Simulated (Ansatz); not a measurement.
The start is a generated cell, ScIr built in the AFLOW prototype AB_cP8_198_a_a (B20, as in FeSi). The structure is fully relaxed (lattice and positions, P = 0) with PBEsol (plane waves to 420 eV, PAW, scalar-relativistic; Ansatz, an electronic-structure program). The first steps use a coarse 7×7×7 k-mesh.

Starting cell:
```
ScIr
1.0
    5.10888     0.00000     0.00000
    0.00000     5.10888     0.00000
    0.00000     0.00000     5.10888
Sc Ir
4 4
Direct
  0.13652   0.13652   0.13652
  0.63652   0.36348   0.86348
  0.86348   0.63652   0.36348
  0.36348   0.86348   0.63652
  0.84240   0.84240   0.84240
  0.34240   0.65760   0.15760
  0.15760   0.34240   0.65760
  0.65760   0.15760   0.34240
```

| Item | Value |
|---|---|
| Initial pressure | +2.3 GPa (positive: the cell is compressed) |
| Largest initial force | 1.28 eV/Å, on Sc1, Sc2, Sc3, Sc4 (atoms numbered as listed) |
| Energy released | 0.07 eV/atom |
| Band gap at the end | no gap on the sampled points, where the bands overlap only slightly; such a result is sensitive to mesh and level |
| Optimiser moves | 5 |

Final structure:

```cif
data_Ir4Sc4
_chemical_formula_sum 'Sc4 Ir4'
_space_group_name_H-M_alt 'P213'
_space_group_IT_number 198
_space_group_name_Hall 'P 2ac 2ab 3'
_cell_length_a 5.12401
_cell_length_b 5.12401
_cell_length_c 5.12401
_cell_angle_alpha 90.000
_cell_angle_beta 90.000
_cell_angle_gamma 90.000
loop_
_atom_site_label
_atom_site_type_symbol
_atom_site_symmetry_multiplicity
_atom_site_Wyckoff_symbol
_atom_site_fract_x
_atom_site_fract_y
_atom_site_fract_z
_atom_site_occupancy
Sc1 Sc 4 a 0.15813 0.15813 0.15813 1
Ir1 Ir 4 a 0.84573 0.84573 0.84573 1
```

Final values are on a 9×9×9 k-mesh of the relaxed cell. No spin polarisation in the result. Spin-orbit coupling is missing; with elements this heavy it can move band edges by tenths of an eV or more.

The run could not lose the symmetry of its start, so the end can be a saddle point.

The relaxed structure here is a generated cell of ScIr: the first start was made by placing the elements on the sites of a structure type, and the end was not matched to a known phase here, so it may be hypothetical.
